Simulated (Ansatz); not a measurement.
Total density of states per atom from plane-wave PAW r²SCAN (Ansatz code), in 0.25 eV bins, energy from the valence-band maximum:

(E (eV), states/eV/atom): (-7.85, 0.00); (-7.60, 0.00); (-7.35, 0.00); (-7.10, 0.00); (-6.85, 0.00); (-6.60, 0.04); (-6.35, 0.56); (-6.10, 0.63); (-5.85, 0.73); (-5.60, 0.53); (-5.35, 0.64); (-5.10, 0.83); (-4.85, 0.62); (-4.60, 0.72); (-4.35, 0.84); (-4.10, 0.91); (-3.85, 2.20); (-3.60, 1.43); (-3.35, 0.00); (-3.10, 0.00); (-2.85, 0.00); (-2.60, 0.00); (-2.35, 1.12); (-2.10, 4.53); (-1.85, 1.66); (-1.60, 1.49); (-1.35, 1.34); (-1.10, 1.06); (-0.85, 0.76); (-0.60, 0.63); (-0.35, 0.62); (-0.10, 0.14); (0.15, 0.00); (0.40, 0.00); (0.65, 0.00); (0.90, 0.00); (1.15, 0.11); (1.40, 0.32); (1.65, 0.47); (1.90, 0.26); (2.15, 0.31); (2.40, 0.41); (2.65, 0.58); (2.90, 0.45); (3.15, 0.51); (3.40, 0.43); (3.65, 0.47); (3.90, 0.51); (4.15, 0.43); (4.40, 0.39); (4.65, 0.42); (4.90, 0.56); (5.15, 0.54); (5.40, 0.64)

### Question
Which of these materials gives this?
A) TiSe, Pnma (Ti on 4c, Se on 4c)
B) Cu2SiSe3, Cc (Pearson symbol mS24)
C) Ba3SiO, anti-perovskite
D) MnCuAs, P4/nmm (Mn on 2c, Cu on 2b, As on 2c)

### Answer
B, Cu2SiSe3, Cc (Pearson symbol mS24). Top 1 eV of the valence band: Cu 3d 52 %, Se 4p 40 %. Bottom 1 eV of the conduction band: Se 4p 38 %, Si 3s 22 %, Si 3p 17 %, Se 4s 7 %, Cu 3d 5 %, outside the projected shells 8 %. Projections are on Löwdin-orthogonalised atomic valence shells; empty p or d shells of many metals are not among them.

The first step of the workflow began from a Materials Project structure, measured or hypothetical; the Crystallography Open Database copy checked does not list it. With Si and Cu taken as one species the cell has the higher symmetry F-43m, so it may be an ordered model of a mixed-site phase. Whether it is the stable phase at ambient conditions was not checked. Symmetry was held in the r²SCAN relaxation; its stability against distortions is not shown here. The run is not spin-polarised. Spin–orbit coupling is left out wherever it is not named.

Potentials: the later of the program's two PAW sets.
